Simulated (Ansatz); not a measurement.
# From the elastic tensor of Ru2Pt to moduli and sound speeds

Theory: DFT PBE, scalar-relativistic, plane waves, PAW (Ansatz 0.2.0). Settings: 420 eV plane-wave cutoff, Γ-centred 18×18×18 mesh, Gaussian smearing of 0.10 eV. No spin polarisation.

Space group I4/mmm (No. 139), tetragonal, a = 2.722 Å, c = 11.660 Å. Ru has 8 Ru at 2.60–2.72 Å and 4 Pt at 2.80 Å; around Pt lie 4 Pt at 2.72 Å and 8 Ru at 2.80 Å.

The structure comes from a proposed guess, relaxed at this level; another structure or a mixture of phases may lie lower. In a metal, frequencies and elastic constants depend on the k mesh and the smearing, soft modes and shear constants most. Spin–orbit coupling is left out, which matters for heavy elements.

Relaxed-ion constants (GPa, on the Cartesian axes of the calculation):
```
559.4  97.8 188.9   0.0   0.0   0.0
 97.8 559.4 188.9   0.0   0.0   0.0
188.8 188.8 451.9   0.0   0.0   0.0
  0.0   0.0   0.0 170.2   0.0   0.0
  0.0   0.0   0.0   0.0 170.2   0.0
  0.0   0.0   0.0   0.0   0.0 130.8
```

Density 15.266 g/cm³; 3 atoms in 43.21 Å³.

With S = C⁻¹: B_V = (C11+C22+C33+2(C12+C13+C23))/9, G_V = (C11+C22+C33−C12−C13−C23+3(C44+C55+C66))/15, 1/B_R = S11+S22+S33+2(S12+S13+S23), 15/G_R = 4(S11+S22+S33−S12−S13−S23)+3(S44+S55+S66); Hill is their mean. Then v_l = √((B+4G/3)/ρ), v_t = √(G/ρ), v_m = [(2/v_t³+1/v_l³)/3]^(−1/3) and Θ = (ħ/k_B)·v_m·(6π²n/V)^(1/3) for n atoms in the volume V; E = 9BG/(3B+G), ν = (3B−2G)/(2(3B+G)) and A^U = 5G_V/G_R + B_V/B_R − 6.

```
Bulk modulus, Voigt / Reuss / Hill          : 280.2 / 280.1 / 280.2 GPa
Shear modulus, Voigt / Reuss / Hill         : 167.3 / 160.4 / 163.8 GPa
Young's modulus                             : 411 GPa
Poisson ratio                               : 0.255
Pugh ratio B/G                              : 1.71 (under 1.75, the rule of thumb for brittle)
Universal anisotropy index                  : 0.22
Longitudinal and transverse sound speeds    : 5715 and 3276 m/s
Debye temperature from the mean sound speed : 445 K
```
